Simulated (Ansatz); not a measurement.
## Structure relaxation, P

The start is a relaxed P cell shaken by Gaussian noise of σ = 0.08 Å a coordinate. The structure is fully relaxed (lattice and positions, P = 0) with PBEsol (plane waves to 420 eV, PAW, scalar-relativistic; Ansatz, a program for electronic structure). The first steps use a coarse 5×5×5 k-mesh.

Starting cell:
```
P
1.0
   -3.25247     3.25247     3.25247
    3.25247    -3.25247     3.25247
    3.25247     3.25247    -3.25247
P
8
Direct
  0.28656   0.27261   0.27349
  0.49272   0.01482   0.21767
  0.00985   0.21271   0.50514
  0.22353   0.50352   0.01017
  0.69287   0.69907   0.68996
  0.51876   0.01111   0.81072
  0.98484   0.80927   0.49059
  0.80073   0.48993   0.03577
```

### Question
Which atoms feel the largest initial force, and how large is it?

### Answer
0.82 eV/Å, on P2 (atoms numbered as listed).

### Question
How much energy is released per atom?

### Answer
0.28 eV/atom.

### Question
How does the volume change?

### Answer
+8.4 %, from 17.20 to 18.65 Å³/atom.

### Question
Is the parent structure recovered?

### Answer
It does not go back: it reaches P1 (No. 1), 0.26 eV/atom below the parent.

### Question
Is the relaxed structure metallic? Give its gap.

### Answer
0.31 eV, indirect (valence top at Γ, conduction bottom at X) (no spin-orbit coupling).

### Question
Give the final cell and atomic positions.

### Answer

```xyz
8
Lattice="5.3397 0.0000 0.0000 -1.7151 5.3205 0.0000 -2.0334 -1.6715 5.2528" Properties=species:S:1:pos:R:3 pbc="T T T"
P      3.6535     0.1175     0.0222
P     -0.9915     2.0005     0.9916
P      2.3071     2.7455     1.4679
P      0.4258     3.6467     3.1249
P     -0.6103    -1.5515     5.0108
P     -2.3515     1.5770     4.4992
P     -1.1172    -0.8372     2.9340
P      1.3187     1.5260     3.0681
```

Final values are on a 7×7×6 k-mesh of the relaxed cell. No spin polarisation in the result.

The relaxed structure here is a generated cell of P: the first start was made by placing the elements on the sites of a structure type, and the end was not matched to a known phase here, so it may be hypothetical. Known forms of P include space group No. 64.
